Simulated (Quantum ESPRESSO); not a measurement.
Al2ZnF7Cl, finding a planted mistake in a log

Computed values, not a measurement. The program is pw.x of Quantum ESPRESSO 7.5 (plane-wave density functional theory). The cell is made up: 11 atoms on a fluorite lattice with one site empty, with randomly drawn elements, strain and displacements, not relaxed. PseudoDojo standard norm-conserving files (v0.5 for PBE, v0.4.1 for LDA and PBEsol) set the functional; there is no spin polarisation, spin-orbit coupling or dispersion term, and the masses in the input are unused placeholders.

Intended input:

```
&control calculation='scf', pseudo_dir='./dojo.nc.sr.pbe.v0_5.standard.upf', outdir='./o', disk_io='low', tprnfor=.true., tstress=.true. /
&system ibrav=0, nat=11, ntyp=4, nbnd=47, ecutwfc=84.00895049, nosym=.true., tot_charge=0,
 occupations='smearing', smearing='fd', degauss=0.0018374661
/
&electrons conv_thr=7.350e-09, electron_maxstep=60, /
ATOMIC_SPECIES
Al 1.0 Al.upf
Cl 1.0 Cl.upf
F 1.0 F.upf
Zn 1.0 Zn.upf
CELL_PARAMETERS angstrom
5.0219 -0.0029 0.0189
-0.0029 4.9301 0.0181
0.0189 0.0181 4.9965
ATOMIC_POSITIONS angstrom
Al 0.036 0.0549 -0.0395
Al -0.0164 2.475 2.562
Zn 2.5785 0.0022 2.5096
F 1.2352 1.2195 1.2357
F 1.1895 1.251 3.6912
F 1.1791 3.6367 1.1739
F 1.2302 3.8837 3.7894
F 3.7201 1.2386 1.2745
Cl 3.7124 1.4373 3.8421
F 3.7672 3.7264 1.2609
F 3.8261 3.7915 3.944
K_POINTS automatic
4 5 5 1 1 1
```

The log is shortened where brackets say so; the opening notice, blank lines, dates and the lines on written files are dropped, and the path of the files is cut. It prints rydbergs, bohrs and kilobars, and counts compression as positive stress. Where no state is partly filled, the Fermi energy that it prints is only some level between the filled and the empty states on the mesh, and need not lie in the true gap.

Log of the intended run:

```
     Program PWSCF v.7.5
     Parallel version (MPI & OpenMP), running on       4 processor cores
     Number of MPI processes:                 4
     Threads/MPI process:                     1
     [start-up lines left out]
     bravais-lattice index     =            0
     lattice parameter (alat)  =       9.4901  a.u.
     unit-cell volume          =     834.7841 (a.u.)^3
     number of atoms/cell      =           11
     number of atomic types    =            4
     number of electrons       =        82.00
     number of Kohn-Sham states=           47
     kinetic-energy cutoff     =      84.0090  Ry
     charge density cutoff     =     336.0358  Ry
     scf convergence threshold =      7.3E-09
     mixing beta               =       0.7000
     number of iterations used =            8  plain     mixing
     Exchange-correlation= PBE
                           (   1   4   3   4   0   0   0)
     [axes and pseudopotential details left out]
   Cartesian axes
     site n.     atom                  positions (alat units)
         1        Al     tau(   1) = (   0.0071685   0.0109320  -0.0078655  )
         2        Al     tau(   2) = (  -0.0032657   0.4928378   0.5101618  )
         3        Zn     tau(   3) = (   0.5134474   0.0004381   0.4997276  )
         4        F      tau(   4) = (   0.2459609   0.2428346   0.2460605  )
         5        F      tau(   5) = (   0.2368608   0.2491071   0.7350153  )
         6        F      tau(   6) = (   0.2347899   0.7241629   0.2337545  )
         7        F      tau(   7) = (   0.2449653   0.7733471   0.7545695  )
         8        F      tau(   8) = (   0.7407700   0.2466379   0.2537866  )
         9        Cl     tau(   9) = (   0.7392368   0.2862043   0.7650635  )
        10        F      tau(  10) = (   0.7501489   0.7420245   0.2510784  )
        11        F      tau(  11) = (   0.7618774   0.7549877   0.7853544  )
     number of k points=    50  Fermi-Dirac smearing, width (Ry)=  0.0018
                       cart. coord. in units 2pi/alat
        k(    1) = (   0.1246845   0.1015702   0.0996695), wk =   0.0400000
        k(    2) = (   0.1239275   0.1008317   0.3006932), wk =   0.0400000
     [further k points left out]
     Dense  grid:    86857 G-vectors     FFT dimensions: (  60,  60,  60)
     Estimated max dynamical RAM per process >     232.43 MB
     Estimated total dynamical RAM >     866.11 MB
     Initial potential from superposition of free atoms
     starting charge      81.9949, renormalised to      82.0000
     Starting wfcs are   50 randomized atomic wfcs
     total cpu time spent up to now is        5.2 secs
     per-process dynamical memory:   187.6 Mb
     Self-consistent Calculation
     iteration #  1     ecut=    84.01 Ry     beta= 0.70
     Davidson diagonalization with overlap
     ethr =  1.00E-02,  avg # of iterations =  5.2
     total cpu time spent up to now is       16.9 secs
     total energy              =    -805.39581595 Ry
     estimated scf accuracy    <       1.33187927 Ry
     iteration #  2     ecut=    84.01 Ry     beta= 0.70
     Davidson diagonalization with overlap
     ethr =  1.62E-03,  avg # of iterations =  2.0
     total cpu time spent up to now is       27.7 secs
     total energy              =    -805.75562667 Ry
     estimated scf accuracy    <       1.07135617 Ry
     [iterations 3 to 9 left out]
     iteration # 10     ecut=    84.01 Ry     beta= 0.70
     Davidson diagonalization with overlap
     ethr =  1.34E-10,  avg # of iterations =  2.0
     total cpu time spent up to now is      122.5 secs
     total energy              =    -805.97142718 Ry
     estimated scf accuracy    <          9.8E-09 Ry
     iteration # 11     ecut=    84.01 Ry     beta= 0.70
     Davidson diagonalization with overlap
     ethr =  1.19E-11,  avg # of iterations =  2.1
     total cpu time spent up to now is      134.9 secs
     End of self-consistent calculation
     [lines on levels left out]
     the Fermi energy is     6.6101 ev
!    total energy              =    -805.97142718 Ry
     estimated scf accuracy    <          1.6E-09 Ry
     smearing contrib. (-TS)   =       0.00000000 Ry
     internal energy E=F+TS    =    -805.97142718 Ry
     The total energy is F=E-TS. E is the sum of the following terms:
     one-electron contribution =    -539.82686490 Ry
     hartree contribution      =     315.00873621 Ry
     xc contribution           =    -136.21898109 Ry
     ewald contribution        =    -444.93431740 Ry
     convergence has been achieved in  11 iterations
     Forces acting on atoms (cartesian axes, Ry/au):
     atom    1 type  1   force =     0.04436640   -0.05464312    0.04705705
     atom    2 type  1   force =     0.08275536    0.05826269   -0.10422795
     atom    3 type  4   force =    -0.02847062   -0.03202495   -0.04249271
     atom    4 type  3   force =    -0.06998812   -0.02595505   -0.00374719
     atom    5 type  3   force =    -0.04099675    0.03352446   -0.00773059
     atom    6 type  3   force =    -0.05365391    0.01576026    0.04429775
     atom    7 type  3   force =    -0.04230901   -0.02376832   -0.02616516
     atom    8 type  3   force =     0.06664602   -0.00751415    0.01604154
     atom    9 type  2   force =    -0.05801832   -0.01036960    0.04704970
     atom   10 type  3   force =     0.04590234   -0.00031721    0.06000420
     atom   11 type  3   force =     0.05376660    0.04704500   -0.03008663
     Total force =     0.265812     Total SCF correction =     0.000079
     Computing stress (Cartesian axis) and pressure
          total   stress  (Ry/bohr**3)                   (kbar)     P=       25.30
   0.00011073   0.00010224  -0.00008941           16.29       15.04      -13.15
   0.00010224   0.00039414  -0.00014976           15.04       57.98      -22.03
  -0.00008941  -0.00014976   0.00001106          -13.15      -22.03        1.63
     init_run     :      4.87s CPU      5.07s WALL (       1 calls)
     electrons    :    129.14s CPU    129.76s WALL (       1 calls)
     forces       :      2.03s CPU      2.06s WALL (       1 calls)
     stress       :      6.84s CPU      6.84s WALL (       1 calls)
     [timing details left out]
     PWSCF        :   2m23.08s CPU   2m24.01s WALL
     JOB DONE.
```

A second run was made from an input with one planted mistake. Its log:

```
     Program PWSCF v.7.5
     Parallel version (MPI & OpenMP), running on       4 processor cores
     Number of MPI processes:                 4
     Threads/MPI process:                     1
     [start-up lines left out]
     bravais-lattice index     =            0
     lattice parameter (alat)  =       9.4901  a.u.
     unit-cell volume          =     834.7841 (a.u.)^3
     number of atoms/cell      =           11
     number of atomic types    =            4
     number of electrons       =        82.00
     number of Kohn-Sham states=           47
     kinetic-energy cutoff     =      84.0090  Ry
     charge density cutoff     =     336.0358  Ry
     scf convergence threshold =      7.3E-09
     mixing beta               =       0.7000
     number of iterations used =            8  plain     mixing
     Exchange-correlation= PBE
                           (   1   4   3   4   0   0   0)
     [axes and pseudopotential details left out]
   Cartesian axes
     site n.     atom                  positions (alat units)
         1        Al     tau(   1) = (   0.0071685   0.0109320  -0.0078655  )
         2        Al     tau(   2) = (  -0.0032657   0.4928378   0.5101618  )
         3        Zn     tau(   3) = (   0.5134474   0.0004381   0.4997276  )
         4        F      tau(   4) = (   0.2459609   0.2428346   0.2460605  )
         5        F      tau(   5) = (   0.2368608   0.2491071   0.7350153  )
         6        F      tau(   6) = (   0.2347899   0.7241629   0.2337545  )
         7        F      tau(   7) = (   0.2449653   0.7733471   0.7545695  )
         8        F      tau(   8) = (   0.7407700   0.2466379   0.2537866  )
         9        Cl     tau(   9) = (   0.7392368   0.2862043   0.7650635  )
        10        F      tau(  10) = (   0.7501489   0.7420245   0.2510784  )
        11        F      tau(  11) = (   0.7618774   0.7549877   0.7853544  )
     number of k points=     4  Fermi-Dirac smearing, width (Ry)=  0.0018
                       cart. coord. in units 2pi/alat
        k(    1) = (   0.2492098   0.2538878   0.2494103), wk =   0.5000000
        k(    2) = (   0.2511022   0.2557340  -0.2531489), wk =   0.5000000
     [further k points left out]
     Dense  grid:    86857 G-vectors     FFT dimensions: (  60,  60,  60)
     Estimated max dynamical RAM per process >     131.23 MB
     Estimated total dynamical RAM >     461.30 MB
     Initial potential from superposition of free atoms
     starting charge      81.9949, renormalised to      82.0000
     Starting wfcs are   50 randomized atomic wfcs
     total cpu time spent up to now is        2.1 secs
     per-process dynamical memory:    91.3 Mb
     Self-consistent Calculation
     iteration #  1     ecut=    84.01 Ry     beta= 0.70
     Davidson diagonalization with overlap
     ethr =  1.00E-02,  avg # of iterations =  5.0
     total cpu time spent up to now is        3.2 secs
     total energy              =    -805.40718113 Ry
     estimated scf accuracy    <       1.32298148 Ry
     iteration #  2     ecut=    84.01 Ry     beta= 0.70
     Davidson diagonalization with overlap
     ethr =  1.61E-03,  avg # of iterations =  2.0
     total cpu time spent up to now is        4.2 secs
     total energy              =    -805.76137954 Ry
     estimated scf accuracy    <       1.08708257 Ry
     [iterations 3 to 9 left out]
     iteration # 10     ecut=    84.01 Ry     beta= 0.70
     Davidson diagonalization with overlap
     ethr =  1.37E-10,  avg # of iterations =  2.0
     total cpu time spent up to now is       12.3 secs
     total energy              =    -805.98053776 Ry
     estimated scf accuracy    <          9.9E-09 Ry
     iteration # 11     ecut=    84.01 Ry     beta= 0.70
     Davidson diagonalization with overlap
     ethr =  1.20E-11,  avg # of iterations =  2.0
     total cpu time spent up to now is       13.3 secs
     End of self-consistent calculation
     [lines on levels left out]
     the Fermi energy is     6.1465 ev
!    total energy              =    -805.98053776 Ry
     estimated scf accuracy    <          1.6E-09 Ry
     smearing contrib. (-TS)   =       0.00000000 Ry
     internal energy E=F+TS    =    -805.98053776 Ry
     The total energy is F=E-TS. E is the sum of the following terms:
     one-electron contribution =    -539.79179862 Ry
     hartree contribution      =     314.94766404 Ry
     xc contribution           =    -136.20208579 Ry
     ewald contribution        =    -444.93431740 Ry
     convergence has been achieved in  11 iterations
     Forces acting on atoms (cartesian axes, Ry/au):
     atom    1 type  1   force =     0.04449058   -0.05451364    0.04726706
     atom    2 type  1   force =     0.08292853    0.05848519   -0.10440092
     atom    3 type  4   force =    -0.02870307   -0.03230516   -0.04247291
     atom    4 type  3   force =    -0.07000506   -0.02569687   -0.00384583
     atom    5 type  3   force =    -0.03986165    0.03465252   -0.00668693
     atom    6 type  3   force =    -0.05322262    0.01616450    0.04423729
     atom    7 type  3   force =    -0.04256211   -0.02429901   -0.02589777
     atom    8 type  3   force =     0.06707435   -0.00553391    0.01519215
     atom    9 type  2   force =    -0.05866220   -0.01243438    0.04882423
     atom   10 type  3   force =     0.04589564   -0.00047067    0.05939185
     atom   11 type  3   force =     0.05262761    0.04595142   -0.03160822
     Total force =     0.266162     Total SCF correction =     0.000076
     Computing stress (Cartesian axis) and pressure
          total   stress  (Ry/bohr**3)                   (kbar)     P=       23.11
   0.00009929   0.00010349  -0.00009076           14.61       15.22      -13.35
   0.00010349   0.00037434  -0.00015053           15.22       55.07      -22.14
  -0.00009076  -0.00015053  -0.00000241          -13.35      -22.14       -0.35
     init_run     :      1.71s CPU      1.77s WALL (       1 calls)
     electrons    :     11.01s CPU     11.24s WALL (       1 calls)
     forces       :      0.33s CPU      0.35s WALL (       1 calls)
     stress       :      0.81s CPU      0.82s WALL (       1 calls)
     [timing details left out]
     PWSCF        :     14.19s CPU     14.53s WALL
     JOB DONE.
```

Question: what was wrong in the second input?

Answer: the k-point mesh is too coarse. The input lines that differ, file-writing options aside:

```
- 4 5 5 1 1 1
+ 2 2 2 1 1 1
```

```
                                            intended run  run with the mistake
                          free energy (eV)    -10965.800            -10965.924
                    smearing term -TS (eV)        0.0000                0.0000
                            pressure (GPa)          2.53                  2.31
            largest force component (eV/Å)         2.680                 2.684
largest change of a force component (eV/Å)                               0.053
                                iterations            11                    11
```

For scale, a rerun of the intended cell at 1437 eV and a 6 x 7 x 7 mesh moved values by no more than 0.003 eV in energy, 0.02 GPa in stress and 0.002 eV/Å in force.